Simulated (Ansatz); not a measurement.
CsSnI₃ (Pnma), relaxed with LDA (Ansatz, a quantum-chemistry and plane-wave program, plane waves, PAW): a = 10.122 Å, b = 4.609 Å, c = 17.184 Å, α = β = γ = 90.00°.

| Item | Value |
|---|---|
| gap (eV) | 1.84 |
| ΔH_f (eV/atom) | -0.95 |
| B₀ by P(V) fit (GPa) | 18.1 |
| K_Hill (GPa) | 18.5 |
| G_Hill (GPa) | 8.6 |
| Θ_D (K) | 124 |

**Question.** The same phase is relaxed and computed with PBEsol in the same code. What are the cell and these values now?

**Answer.** a = 10.3759 Å, b = 4.6850 Å, c = 17.5568 Å, α = β = γ = 90.00°.

* **gap (eV)**: 1.92
* **ΔH_f (eV/atom)**: -0.94
* **B₀ by P(V) fit (GPa)**: 13.2
* **K_Hill (GPa)**: 13.5
* **G_Hill (GPa)**: 6.7
* **Θ_D (K)**: 111

All cells were relaxed under the symmetry of their starts (and spin orders); stability against distortions was not tested throughout. Spin–orbit coupling is left out wherever it is not named.

Potentials: the later of the program's two PAW sets.

Ansatz is a plane-wave DFT program.

Formation energies count from the lowest solids of the elements computed at the same level, not from gases.
